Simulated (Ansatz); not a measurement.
FeSi (P2_13) from a database structure, relaxed with r2SCAN in Ansatz: the symmetry is P2_13 (No. 198, cubic); conventional cell a = 4.403 Å, 10.67 Å³ an atom. Fe is surrounded by 7 Si at 2.25–2.47 Å; Si is surrounded by 7 Fe at 2.25–2.47 Å. The primitive cell holds 8 atoms in 85.36 Å³. Spin-unpolarised throughout; all numbers are computed.

Computed values: HSE06 (4×4×4) gives a least gap of 1.47 eV, with the direct gap within 0.05 eV of it. r2SCAN's ε∞ is 31.71.

(1) What is the density?

(2) At what wavelength does absorption set in by HSE06, excitons left aside?

(3) What refractive index and reflectivity at normal incidence follow, below the gap and above the phonons?

## Answers

(1) The cell holds 4 Fe, 4 Si: M = 4×55.845 + 4×28.085 = 335.72 u in V = 85.36 Å³. ρ = 1.66054 × M/V = 1.66054 × 335.72/85.36 = 6.531 g/cm³, for the static r2SCAN lattice.

(2) λ = 1239.84 eV nm/E: 843 nm for the least gap. That lies in the infrared.

(3) n = √31.71 = 5.631; R = ((n − 1)/(n + 1))² = (4.631/6.631)² = 48.8 % a face.

Gaps or overlaps of about a tenth of an eV are at the limit of these meshes: between the points read a gap can be smaller or closed.

The meshes of the hybrids are coarse, so their gaps aren't converged to the digits shown.
